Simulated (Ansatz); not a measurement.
# How much does the functional matter for the cell of Ba2BiSb2?

The starting cell is an entry of the Crystallography Open Database, a measured cell (2004, 293 K):

```
Ba Sb Bi
1.0
    -2.40130    3.84390    4.95000
     2.40130   -3.84390    4.95000
     2.40130    3.84390   -4.95000
Ba Sb Bi
2 2 1
Cartesian
  0.0000 3.8439 2.1801
  2.4013 0.0000 2.7699
  0.0000 1.5499 4.9500
  2.4013 2.2940 0.0000
  0.0000 0.0000 0.0000
```

Atoms and cell were relaxed at zero pressure with plane-wave PAW DFT (Ansatz 0.2.0; one set of PAW datasets, made under PBE, for all functionals; 420 eV, r2SCAN 500 eV; 6×6×6 Γ-centred mesh, fermi-dirac occupations of width 0.100 eV; no spin polarisation, no spin-orbit coupling, no dispersion correction), keeping the symmetry (Immm, No. 71).

**Question.** What cells and energies do LDA, PBEsol, PBE, r2SCAN give?

**Answer.** The relaxed conventional cells:

| functional | a (Å) | b (Å) | c (Å) | volume (Å³/atom) | formation energy (eV/atom) |
| --- | --- | --- | --- | --- | --- |
| LDA | 4.731 | 7.402 | 9.829 | 34.42 | -0.911 |
| PBEsol | 4.778 | 7.468 | 9.947 | 35.50 | -0.887 |
| PBE | 4.857 | 7.632 | 10.120 | 37.51 | -0.858 |
| r2SCAN | 4.817 | 7.659 | 10.121 | 37.34 | -1.011 |
| the entry | 4.803 | 7.688 | 9.900 | 36.55 | – |

LDA gives the smallest volume and PBE the largest, 9.0 % more, the usual order, since LDA overbinds and PBE's gradient terms loosen the lattice. Against the entry's volume: LDA -5.8 %, PBEsol -2.9 %, PBE +2.6 %, r2SCAN +2.2 %; r2SCAN and PBE come about as near. The formation energies span 0.15 eV an atom, lowest under r2SCAN.

Caveats: each relaxation keeps the start's symmetry, so a distorted cell may lie lower; computed cells are at 0 K with fixed nuclei, while the entry holds thermal expansion, often some tenths of a per cent in volume and more in soft crystals; no spin-orbit coupling, which moves formation energies of heavy elements; formation energies are at zero smearing against the elements' usual phases under the same functional, gases as free molecules, uncorrected.
